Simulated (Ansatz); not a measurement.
**Li: energy along a strain**

Li, Fm-3m, a = 4.404 Å (as given, not relaxed at this level: -0.2 GPa). This isn't the element's structure at ambient conditions. Ansatz: r2SCAN, PAW, 500 eV, Γ-centred 18×18×18 mesh on 1 atom, Gaussian smearing 0.15 eV; no spin polarisation. Cell vectors (Å): 0.000 2.202 2.202; 2.202 0.000 2.202; 2.202 2.202 0.000. The cell is strained by x per cent times the pattern (0 0 1 0 0 0) in the order xx yy zz yz xz xy (engineering shears), with fractional coordinates held. y is the free energy over the start, V0 = 21.354 Å³/atom.

```
x (%) y (meV/atom)
-6.00             ?
-4.50          0.87
-3.00          0.06
-1.50         -0.23
 0.00          0.00
 1.50          0.71
 3.00          1.86
 4.50          3.43
 5.25          4.38
 6.00          5.45
```

Question: Fit y = c1 x + c2 x² + c3 x³ to the other rows, get the stiffness along the pattern, and predict the missing energy.

Answer: Least squares on the rows shown. y = 0.3094 x + 0.1064 x² − 0.001152 x³. The clamped-ion stiffness p·C·p = 2 × 1.064 eV × 160.2 / 21.354 Å³ = 16.0 GPa, which is C33 in these axes (C11 of the cubic crystal); c1 is there for the stress left in the start, which by itself gives a slope of 0.32 meV/atom per %. At x = -6.00 the fit asked for gives 2.22 meV/atom. The run gave 2.13 meV/atom, so the fit is 0.09 meV/atom too high, a small miss on the scale of the series.